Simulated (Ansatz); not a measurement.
W:
```yaml
crystal:
  lattice:
    - [-1.59179, 1.59179, 1.59179]
    - [1.59179, -1.59179, 1.59179]
    - [1.59179, 1.59179, -1.59179]
  atoms:
    - { symbol: W, position: [0.00000, 0.00000, 0.00000] }
```

Relaxed with PBE. Special points in fractions of this cell's reciprocal vectors: Γ (0.000, 0.000, 0.000); H (0.500, -0.500, 0.500); N (0.000, 0.000, 0.500); P (0.250, 0.250, 0.250).

Problem. List the band energies nearest the Fermi level at these points for DFT-PBE in the program Ansatz with PAW potentials.

Solution. In eV from the Fermi level; about four levels below and three above (degenerate sets whole), none deeper than 8.9 eV; … stands for higher levels left out; points with the same levels are listed once.

```csv
k,below,above
Γ,-1.21 -1.21 -1.21,2.21 2.21 …
H,-5.70 -5.70,5.04 5.04 5.04
N,-6.16 -3.49,0.63 2.10 3.06
P,-2.92 -2.92 -2.92,3.22 3.22 6.47
```

Space group Im-3m (bcc (W type)). The PBE relaxation kept the symmetry of its start. No spin polarisation was allowed. Scalar-relativistic: spin–orbit coupling is off unless named, which matters more the heavier the elements.

Potentials: the later of the program's two PAW sets.
